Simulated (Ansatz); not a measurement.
Ru2Pb: reading a single point

```
CELL_PARAMETERS angstrom
8.33070 0.00000 0.00000
0.00000 5.98666 0.00000
0.00000 0.00000 4.40195
ATOMIC_POSITIONS crystal
Pb 0.60500 0.71300 0.25000
Pb 0.39500 0.28700 0.75000
Pb 0.10500 0.78700 0.75000
Pb 0.89500 0.21300 0.25000
Ru 0.20700 0.02900 0.25000
Ru 0.79300 0.97100 0.75000
Ru 0.70700 0.47100 0.75000
Ru 0.29300 0.52900 0.25000
Ru 0.57100 0.16300 0.25000
Ru 0.42900 0.83700 0.75000
Ru 0.07100 0.33700 0.75000
Ru 0.92900 0.66300 0.25000
```

Method: PBEsol, no spin polarisation; PAW, plane waves to 420 eV, 4×6×8 Γ-centred mesh, fermi-dirac occupations (width 0.1 eV) (Ansatz 0.2.0), atoms fixed.

Task: Metal or insulator?

Result: It is a metal, with about 20 states/eV a cell as the mean within 0.25 eV of the Fermi level, mostly Ru d (93 %).

Task: What does the stress say?

Result: The pressure is -14.3 GPa (compression positive), so with the atoms held at these fractions the cell would first shrink; the forces are large, so a full relaxation may end otherwise. The principal stresses -15.8, -14.6, -12.6 GPa differ, so its shape would change too.

Task: What is the formation energy?

Result: 0.83 eV an atom against the elements' usual phases (free molecules for gases, crystals otherwise, with no correction for O₂ or N₂), so at this geometry it isn't bound against them. Relaxing would lower it.

Task: Describe some of the short contacts.

Result: Pb–Ru at 2.71 Å: least valence density 0.39 e/Å³ and ELF 0.30 there. Ru–Ru at 3.08 Å: least valence density 0.22 e/Å³ and ELF 0.33 there. Both are smooth PAW fields, read partly inside the augmentation spheres.

Origin: a known structure type with other elements, at an estimated volume, so it need not be a known compound. Caveats: many states at the Fermi level without spin polarisation, so a magnetic state may lie lower.
